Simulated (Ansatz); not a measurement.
Here is the system:

BeTe:
```xyz
2
Lattice="3.3727 0.0000 0.0000 0.0000 3.3727 0.0000 0.0000 0.0000 3.3727" Properties=species:S:1:pos:R:3 pbc="T T T"
Be     0.0000     0.0000     0.0000
Te     1.6864     1.6864     1.6864
```

This is the r²SCAN-relaxed structure.

All from r²SCAN (plane waves, PAW; program Ansatz), unless another level is named. Estimate the electronic character.

metallic (no gap).

Predict the formation energy from the elements (no fitted shifts).

0.86 eV/atom.

What about the density of states at the Fermi level?

0.48 states/eV per atom (mean over ±0.08 eV).

Space group Pm-3m (CsCl type). The cell is a constructed one: a structure type filled with these elements; neither database checked (COD, Materials Project) lists it. COD files the formula under space group No. 216, so this cell is another polymorph or a model. Its standing as an ambient phase is unchecked. The r²SCAN relaxation kept the symmetry of its start. At this level the phase is mechanically unstable. The references are the lowest solids computed at this level, not always the standard phases. Spin–orbit coupling is left out wherever it is not named.

Potentials: the later of the program's two PAW sets.
